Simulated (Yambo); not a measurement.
Absorption of MgPdF6 (space group R-3, No. 148) with and without the electron-hole interaction (Yambo, PBEsol bands; 4×4×4 mesh, 21 valence and 3 conduction bands, static screening with 69 bands and a 3 Ry block, scissor 3.19 eV, Tamm-Dancoff; field along x). Axes are Cartesian, with cell vectors (Å) (2.47, 1.42, 4.51), (-2.47, 1.42, 4.51), (0.00, -2.85, 4.51).

```json
[
 {"E (eV)": "0.70", "Im ε, BSE": "0.01", "Im ε, independent quasiparticles": "0.01"},
 {"E (eV)": "0.80", "Im ε, BSE": "0.02", "Im ε, independent quasiparticles": "0.01"},
 {"E (eV)": "0.90", "Im ε, BSE": "0.02", "Im ε, independent quasiparticles": "0.01"},
 {"E (eV)": "1.00", "Im ε, BSE": "0.02", "Im ε, independent quasiparticles": "0.01"},
 {"E (eV)": "1.10", "Im ε, BSE": "0.02", "Im ε, independent quasiparticles": "0.02"},
 {"E (eV)": "1.20", "Im ε, BSE": "0.02", "Im ε, independent quasiparticles": "0.02"},
 {"E (eV)": "1.30", "Im ε, BSE": "0.02", "Im ε, independent quasiparticles": "0.02"},
 {"E (eV)": "1.40", "Im ε, BSE": "0.02", "Im ε, independent quasiparticles": "0.02"},
 {"E (eV)": "1.50", "Im ε, BSE": "0.02", "Im ε, independent quasiparticles": "0.02"},
 {"E (eV)": "1.60", "Im ε, BSE": "0.02", "Im ε, independent quasiparticles": "0.02"},
 {"E (eV)": "1.70", "Im ε, BSE": "0.02", "Im ε, independent quasiparticles": "0.02"},
 {"E (eV)": "1.80", "Im ε, BSE": "0.02", "Im ε, independent quasiparticles": "0.02"},
 {"E (eV)": "1.90", "Im ε, BSE": "0.02", "Im ε, independent quasiparticles": "0.02"},
 {"E (eV)": "2.00", "Im ε, BSE": "0.03", "Im ε, independent quasiparticles": "0.02"},
 {"E (eV)": "2.10", "Im ε, BSE": "0.03", "Im ε, independent quasiparticles": "0.02"},
 {"E (eV)": "2.20", "Im ε, BSE": "0.03", "Im ε, independent quasiparticles": "0.02"},
 {"E (eV)": "2.30", "Im ε, BSE": "0.03", "Im ε, independent quasiparticles": "0.02"},
 {"E (eV)": "2.40", "Im ε, BSE": "0.03", "Im ε, independent quasiparticles": "0.02"},
 {"E (eV)": "2.50", "Im ε, BSE": "0.03", "Im ε, independent quasiparticles": "0.02"},
 {"E (eV)": "2.60", "Im ε, BSE": "0.04", "Im ε, independent quasiparticles": "0.03"},
 {"E (eV)": "2.70", "Im ε, BSE": "0.04", "Im ε, independent quasiparticles": "0.03"},
 {"E (eV)": "2.80", "Im ε, BSE": "0.04", "Im ε, independent quasiparticles": "0.03"},
 {"E (eV)": "2.90", "Im ε, BSE": "0.04", "Im ε, independent quasiparticles": "0.03"},
 {"E (eV)": "3.00", "Im ε, BSE": "0.05", "Im ε, independent quasiparticles": "0.03"},
 {"E (eV)": "3.10", "Im ε, BSE": "0.05", "Im ε, independent quasiparticles": "0.03"},
 {"E (eV)": "3.20", "Im ε, BSE": "0.06", "Im ε, independent quasiparticles": "0.03"},
 {"E (eV)": "3.30", "Im ε, BSE": "0.07", "Im ε, independent quasiparticles": "0.04"},
 {"E (eV)": "3.40", "Im ε, BSE": "0.07", "Im ε, independent quasiparticles": "0.04"},
 {"E (eV)": "3.50", "Im ε, BSE": "0.09", "Im ε, independent quasiparticles": "0.04"},
 {"E (eV)": "3.60", "Im ε, BSE": "0.10", "Im ε, independent quasiparticles": "0.04"},
 {"E (eV)": "3.70", "Im ε, BSE": "0.12", "Im ε, independent quasiparticles": "0.05"},
 {"E (eV)": "3.80", "Im ε, BSE": "0.15", "Im ε, independent quasiparticles": "0.05"},
 {"E (eV)": "3.90", "Im ε, BSE": "0.20", "Im ε, independent quasiparticles": "0.05"},
 {"E (eV)": "4.00", "Im ε, BSE": "0.27", "Im ε, independent quasiparticles": "0.06"},
 {"E (eV)": "4.10", "Im ε, BSE": "0.40", "Im ε, independent quasiparticles": "0.06"},
 {"E (eV)": "4.20", "Im ε, BSE": "0.61", "Im ε, independent quasiparticles": "0.07"},
 {"E (eV)": "4.30", "Im ε, BSE": "0.83", "Im ε, independent quasiparticles": "0.07"},
 {"E (eV)": "4.40", "Im ε, BSE": "1.24", "Im ε, independent quasiparticles": "0.08"},
 {"E (eV)": "4.50", "Im ε, BSE": "1.67", "Im ε, independent quasiparticles": "0.09"},
 {"E (eV)": "4.60", "Im ε, BSE": "1.86", "Im ε, independent quasiparticles": "0.11"},
 {"E (eV)": "4.70", "Im ε, BSE": "1.49", "Im ε, independent quasiparticles": "0.12"},
 {"E (eV)": "4.80", "Im ε, BSE": "0.98", "Im ε, independent quasiparticles": "0.15"},
 {"E (eV)": "4.90", "Im ε, BSE": "0.70", "Im ε, independent quasiparticles": "0.18"},
 {"E (eV)": "5.00", "Im ε, BSE": "0.56", "Im ε, independent quasiparticles": "0.24"},
 {"E (eV)": "5.10", "Im ε, BSE": "0.46", "Im ε, independent quasiparticles": "0.34"},
 {"E (eV)": "5.20", "Im ε, BSE": "0.38", "Im ε, independent quasiparticles": "0.51"},
 {"E (eV)": "5.30", "Im ε, BSE": "0.33", "Im ε, independent quasiparticles": "0.83"},
 {"E (eV)": "5.40", "Im ε, BSE": "0.33", "Im ε, independent quasiparticles": "1.27"},
 {"E (eV)": "5.50", "Im ε, BSE": "0.38", "Im ε, independent quasiparticles": "1.50"},
 {"E (eV)": "5.60", "Im ε, BSE": "0.50", "Im ε, independent quasiparticles": "1.39"},
 {"E (eV)": "5.70", "Im ε, BSE": "0.77", "Im ε, independent quasiparticles": "1.17"},
 {"E (eV)": "5.80", "Im ε, BSE": "1.12", "Im ε, independent quasiparticles": "0.89"},
 {"E (eV)": "5.90", "Im ε, BSE": "1.26", "Im ε, independent quasiparticles": "0.62"},
 {"E (eV)": "6.00", "Im ε, BSE": "1.27", "Im ε, independent quasiparticles": "0.47"},
 {"E (eV)": "6.10", "Im ε, BSE": "1.33", "Im ε, independent quasiparticles": "0.42"},
 {"E (eV)": "6.20", "Im ε, BSE": "1.35", "Im ε, independent quasiparticles": "0.42"},
 {"E (eV)": "6.30", "Im ε, BSE": "1.28", "Im ε, independent quasiparticles": "0.47"},
 {"E (eV)": "6.40", "Im ε, BSE": "1.20", "Im ε, independent quasiparticles": "0.58"},
 {"E (eV)": "6.50", "Im ε, BSE": "1.20", "Im ε, independent quasiparticles": "0.79"},
 {"E (eV)": "6.60", "Im ε, BSE": "1.16", "Im ε, independent quasiparticles": "1.20"},
 {"E (eV)": "6.70", "Im ε, BSE": "1.11", "Im ε, independent quasiparticles": "1.92"},
 {"E (eV)": "6.80", "Im ε, BSE": "1.13", "Im ε, independent quasiparticles": "2.72"},
 {"E (eV)": "6.90", "Im ε, BSE": "1.04", "Im ε, independent quasiparticles": "3.10"},
 {"E (eV)": "7.00", "Im ε, BSE": "0.97", "Im ε, independent quasiparticles": "3.15"},
 {"E (eV)": "7.10", "Im ε, BSE": "0.93", "Im ε, independent quasiparticles": "3.16"},
 {"E (eV)": "7.20", "Im ε, BSE": "0.85", "Im ε, independent quasiparticles": "3.13"},
 {"E (eV)": "7.30", "Im ε, BSE": "0.81", "Im ε, independent quasiparticles": "3.08"},
 {"E (eV)": "7.40", "Im ε, BSE": "0.76", "Im ε, independent quasiparticles": "3.14"},
 {"E (eV)": "7.50", "Im ε, BSE": "0.73", "Im ε, independent quasiparticles": "3.36"},
 {"E (eV)": "7.60", "Im ε, BSE": "0.79", "Im ε, independent quasiparticles": "3.33"}
]
```

The scissor comes from a G0W0 run whose convergence isn't established. Broadening 0.15 eV. The band window holds all transitions up to 13.0 eV. Fine structure above the onset can come from the mesh.

Spin-orbit splittings are left out.

Geometry of the Materials Project entry, not relaxed at this level; primitive cell a = b = c = 5.3335 Å, α = β = γ = 55.07°.
